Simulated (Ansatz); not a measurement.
Cr$_{3}$Ru (A15 (Cr3Si type), space group No. 223), PBEsol in the plane-wave PAW code Ansatz, all energies at zero smearing, with the estimated change up to a 700 eV cutoff added, with one set of potentials and settings (totals compare only within such a set). Cell of 8 atoms (6 Cr, 2 Ru): -31727.573 eV.

```csv
element,reference phase,E (eV/atom)
Cr,"Im-3m, 1 atoms in the cell",-3349.1978
Ru,"P6_3/mmc, 2 atoms in the cell",-5816.5026
```

Formation energy per atom, worked out: (-31727.573 − 6×(-3349.1978) − 2×(-5816.5026))/8 = 0.077 eV/atom (7 kJ per mol of atoms), at 0 K, without zero-point energy or fitted corrections.

Space group Pm-3n (A15 (Cr3Si type)). The workflow started from a Materials Project entry (that database holds measured and hypothetical structures alike); the Crystallography Open Database copy checked does not list it. Its standing as an ambient phase is unchecked. Symmetry was held in the PBEsol relaxation; whether a distortion lowers the energy is not shown. The run is not spin-polarised. The references are the lowest solids computed at this level, not always the standard phases.

Potentials: the later of the program's two PAW sets.
